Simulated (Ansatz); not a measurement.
WO3:
```xyz
16
Lattice="5.2428 0.0000 0.0000 0.0000 5.1740 0.0000 -0.1859 0.0000 7.6312" Properties=species:S:1:pos:R:3 pbc="T T T"
W      3.7771     1.3757     5.4772
W      1.2797     3.7983     2.1540
W      1.1868     3.9627     5.9696
W      3.8701     1.2113     1.6616
O      2.3462     0.2017     1.6941
O      2.7106     4.9723     5.9371
O      2.8036     2.7887     2.1215
O      2.2533     2.3853     5.5097
O      1.3180     3.5943     0.0625
O      3.7388     1.5796     7.5687
O      3.8318     1.0073     3.7531
O      1.2251     4.1666     3.8781
O      0.0475     0.2092     5.9378
O      5.0093     4.9648     1.6934
O      4.9164     2.7962     5.5090
O      0.1405     2.3778     2.1222
```

Relaxed with LDA. Special points in fractions of this cell's reciprocal vectors: Γ (0.000, 0.000, 0.000); Z (0.000, 0.500, 0.000); D (0.000, 0.500, 0.500); B (0.000, 0.000, 0.500); A (-0.500, 0.000, 0.500); E (-0.500, 0.500, 0.500); C2 (-0.500, 0.500, 0.000); Y2 (-0.500, 0.000, 0.000).

### Question
List the band energies nearest the valence-band maximum at these points for LDA (plane waves, PAW; program Ansatz).

### Answer
In eV from the valence-band maximum; about four levels below and three above (degenerate sets whole), none deeper than 8.9 eV; points with the same levels are listed once.

```csv
k,below,above
Γ,-0.32 -0.08 -0.06 -0.04,1.72 1.82 1.87
Z,-0.46 -0.46 -0.26 -0.26,3.43 3.43 3.63 3.63
D,-0.50 -0.50 -0.40 -0.40,3.86 3.86 3.86 3.86
B,-0.53 -0.53 -0.07 -0.07,1.76 1.76 3.19 3.19
A,-0.52 -0.52 -0.46 -0.46,3.60 3.60 3.90 3.90
E,-0.55 -0.55 -0.54 -0.54,3.26 3.26 3.29 3.29
C2,-0.98 -0.98 0.00 0.00,1.92 1.92 4.06 4.06
Y2,-0.48 -0.43 -0.42 -0.36,3.32 3.45 3.50
```

Space group P2_1/c. The workflow started from a Materials Project entry (that database holds measured and hypothetical structures alike); the Crystallography Open Database files this formula in space group No. 14, but the cells were not matched. Whether it is the stable phase at ambient conditions was not checked. Symmetry was held in the LDA relaxation; whether a distortion lowers the energy is not shown. The run is not spin-polarised. No Hubbard U is applied. Scalar-relativistic: spin–orbit coupling is off unless named, which matters more the heavier the elements.

Potentials: the later of the program's two PAW sets.
